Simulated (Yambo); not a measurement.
```xyz
12
Lattice="5.4971 0.0000 0.0000 0.0000 5.4971 0.0000 0.0000 0.0000 5.4971" Properties=species:S:1:pos:R:3 pbc="T T T"
C      0.0000     0.0000     0.0000
C      2.7485     0.0000     2.7485
C      2.7485     2.7485     0.0000
C      0.0000     2.7485     2.7485
O      0.6736     0.6736     0.6736
O      4.8235     4.8235     4.8235
O      2.0749     4.8235     3.4221
O      3.4221     0.6736     2.0749
O      3.4221     2.0749     4.8235
O      2.0749     3.4221     0.6736
O      4.8235     3.4221     2.0749
O      0.6736     2.0749     3.4221
```

Response from Yambo on PBEsol (Quantum ESPRESSO, PseudoDojo norm-conserving, 84 Ry, scalar-relativistic) bands: 4×4×4 mesh, 129 bands, 3 Ry local-field block, 0.2 eV broadening.

Q: Give the static electronic dielectric constant without and with local fields.

A: 
```
field along  ε(0), independent particles  ε(0), RPA with local fields  refractive index √ε
-----------  ---------------------------  ---------------------------  -------------------
x                                   2.51                         1.97                 1.40
```
Electronic (clamped-ion) response only. PBEsol gaps are usually too small, which raises these values. Convergence of the RPA response with its 4×4×4 mesh was not tested.

Geometry of the Materials Project entry, not relaxed at this level.
